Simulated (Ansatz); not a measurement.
Frames from the relaxation of a relaxed TiAl3 cell displaced along its unstable phonon at q = Γ (177i cm⁻¹), largest move 0.15 Å, as extended XYZ (Å, eV, eV/Å, GPa with compression positive). Computed with PBEsol (plane waves to 420 eV, PAW, scalar-relativistic; Ansatz, a quantum-chemistry and plane-wave program). Γ-centred k-mesh 5×5×11 on the run's cell (coarser than for final values), Fermi–Dirac smearing 0.05 eV.

```xyz
8
Lattice="7.4828 0.0000 0.0000 -3.7414 6.4803 0.0000 0.0000 0.0000 2.8596" Properties=species:S:1:pos:R:3:forces:R:3 pbc="T T T" step=1 free_energy=-8094.447 pressure=-0.2 accepted=T
Al     2.4198     0.0000     0.0000    0.1736    0.0000    0.0000
Al     1.1543     1.9992     1.4298   -0.0734   -0.1271    0.0000
Al     6.2729     2.0956     0.0000   -0.0868    0.1503    0.0000
Al     5.1743     0.0000     1.4298    0.1467    0.0000    0.0000
Al     2.5315     4.3847     0.0000   -0.0868   -0.1503    0.0000
Al     4.8957     4.4811     1.4298   -0.0734    0.1271    0.0000
Ti     0.0000     4.3202     0.8649    0.0000    0.0000    0.6311
Ti     3.7414     2.1601     1.9947    0.0000    0.0000   -0.6311
8
Lattice="7.4553 0.0000 0.0000 -3.7277 6.4565 0.0000 0.0000 0.0000 2.8627" Properties=species:S:1:pos:R:3:forces:R:3 pbc="T T T" step=2 free_energy=-8094.839 pressure=-0.3 accepted=T
Al     2.4860     0.0000     0.0000    0.3368    0.0000    0.0000
Al     1.1155     1.9321     1.4313   -0.1428   -0.2474    0.0000
Al     6.2123     2.1529     0.0000   -0.1684    0.2917    0.0000
Al     5.2243     0.0000     1.4313    0.2856    0.0000    0.0000
Al     2.4846     4.3035     0.0000   -0.1684   -0.2917    0.0000
Al     4.8431     4.5244     1.4313   -0.1428    0.2474    0.0000
Ti     0.0000     4.3043     1.0618    0.0000    0.0000    0.7286
Ti     3.7277     2.1522     1.8009    0.0000    0.0000   -0.7286
8
Lattice="7.4066 0.0000 0.0000 -3.7033 6.4143 0.0000 0.0000 0.0000 2.8838" Properties=species:S:1:pos:R:3:forces:R:3 pbc="T T T" step=3 free_energy=-8095.277 pressure=-0.3 accepted=T
Al     2.5513     0.0000     0.0000    0.3330    0.0000    0.0000
Al     1.0707     1.8544     1.4419   -0.1871   -0.3241    0.0000
Al     6.1310     2.2095     0.0000   -0.1665    0.2884    0.0000
Al     5.2653     0.0000     1.4419    0.3743    0.0000    0.0000
Al     2.4277     4.2049     0.0000   -0.1665   -0.2884    0.0000
Al     4.7740     4.5599     1.4419   -0.1871    0.3241    0.0000
Ti     0.0000     4.2762     1.2651    0.0000    0.0000    0.5111
Ti     3.7033     2.1381     1.6186    0.0000    0.0000   -0.5111
```

The path has 11 moves and ends in P-62m (No. 189), 0.17 eV/atom below its start. Free energies are of the whole cell and compare only within this code, potentials and settings.  No spin polarisation in the result.

The run could not lose the symmetry of its start: the end is stationary, and may be a saddle point rather than a minimum.

The end of the path is a generated cell of TiAl3: the first start was made by placing the elements on the sites of a structure type, and the end was not matched to a known phase here, so it may be hypothetical. Known forms of TiAl3 include space group No. 139.
